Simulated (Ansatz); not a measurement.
**WSe₂: an elastic constant from a strain scan**

Level of theory: DFT PBE+D3(BJ), scalar-relativistic, plane waves, PAW (Ansatz). The runs took a 420 eV cutoff, a Γ-centred 12×12×2 mesh and Gaussian smearing (0.05 eV). Spin–orbit coupling is left out, which can shift energies with elements as heavy as these. No spin polarisation. Energies are free energies at this smearing, counted from the undisturbed cell; pressure is positive in compression.

The undisturbed cell (relaxed at this level):

```
CELL_PARAMETERS angstrom
3.27903 0.00000 0.00000
-1.63951 2.83972 0.00000
0.00000 0.00000 12.78861
ATOMIC_POSITIONS crystal
W 0.33333 0.66667 0.25000
W 0.66667 0.33333 0.75000
Se 0.33333 0.66667 0.61829
Se 0.66667 0.33333 0.11829
Se 0.33333 0.66667 0.88171
Se 0.66667 0.33333 0.38171
```

The cell is strained by ε times the Voigt pattern (1, 1, 0, 0, 0, 0) (xx, yy, zz, yz, xz, xy; engineering shear) with fractional coordinates fixed. The cell holds 6 atoms in V0 = 119.08 Å³. The stress column is τ = (1/V0) dE/dε, got from the stress tensor σ (compression positive) at each point as −det(1 + εP) σ : P(1 + εP)⁻¹, with P the pattern as a tensor.

| ε | ΔE (meV/atom) | τ (GPa) |
| --- | --- | --- |
| -0.0400 | 67.092 | -28.554 |
| -0.0300 | 36.729 | -20.569 |
| -0.0200 | 15.886 | -13.174 |
| -0.0100 | 3.861 | -6.327 |
| 0.0000 | 0.000 | 0.011 |
| 0.0100 | 3.693 | 5.876 |
| 0.0200 | 14.376 | 11.301 |
| 0.0300 | 31.523 | 16.316 |
| 0.0350 | 42.365 | 18.679 |
| 0.0400 | ? | ? |

Task: Which combination of elastic constants does this scan measure, and how large is it?

Result: For small ε, τ = τ0 + Kε with K = pᵀCp, which for this pattern is C11 + C22 + 2 C12 in the Cartesian frame shown. The parabola through τ at ε = -0.0100, 0 and 0.0100 has slope K = 610 GPa at zero. The energies per cell, E = NΔE, of the same two points give K = 2[E(ε₊)/ε₊ − E(ε₋)/ε₋]/[(ε₊ − ε₋)V0] = 610 GPa, in agreement. These are clamped-ion values.

Task: Predict the withheld row at ε = 0.0400 from the harmonic law, and compare.

Result: ΔE = V0(τ0 ε + Kε²/2)/N = 60.523 meV/atom and τ = 24.42 GPa. The calculation gives 54.641 meV/atom and 20.95 GPa: the energy lies 10 % below the harmonic value, as bonds soften when stretched.

Forces appear on the atoms along this scan, and letting them relax would lower the energy and soften the response.